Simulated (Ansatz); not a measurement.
## Relaxing tellurium (diamond)

Level of theory: DFT, LDA (PW92), plane waves (420 eV) with PAW, scalar-relativistic in Ansatz. The PAW files were generated under PBE, with cores re-solved for the functional.

k-point mesh 8×8×8, Fermi-Dirac smearing 0.1 eV, no spin polarisation. Cell and atoms relax.

Starting structure:

```yaml
crystal:
  lattice:
    - [0.0, 3.3891640866, 3.3891640866]
    - [3.3891640866, 0.0, 3.3891640866]
    - [3.3891640866, 3.3891640866, 0.0]
  atoms:
    - { symbol: Te, position: [0.125, 0.125, 0.125] }
    - { symbol: Te, position: [0.875, 0.875, 0.875] }
hamiltonian:
  xc: lda
  pseudopotentials:
    kind: paw
    azcp:
      Te: "pseudopotentials/Te.paw.azcp"
basis:
  ecutwfc: 420
  fft_grid_basis: typed
kpoints:
  mp_grid: { grid: [8, 8, 8], shift: [0, 0, 0] }
magnetization:
  spin_polarized: false
scf:
  occupations: { method: fermi_dirac, width: 0.1 }
relax:
  max_steps: 60
  f_tol: 0.01
  cell: {}
```

**Question.** What cell does the relaxation end in?

**Answer.** Fd-3m with a = 7.000 Å; 42.88 Å³ per atom against 38.93 at the start (10.1 %).

**Question.** How much energy does the relaxation gain?

**Answer.** 43.8 meV per atom.

Path of the relaxation (the plane waves are chosen anew near the end, which can shift the energy a little):

| step | E − E(final) (meV/atom) | V (Å³/atom) | P (GPa) | max force (eV/Å) |
| --- | --- | --- | --- | --- |
| 0 | 43.85 | 38.929 | 3.87 | 0.000 |
| 1 | 8.79 | 44.789 | -1.27 | 0.000 |
| 2 | 0.96 | 43.187 | -0.21 | 0.000 |
| 3 | 0.71 | 42.878 | 0.02 | 0.000 |
| 4 | 0.00 | 42.878 | 0.01 | 0.000 |
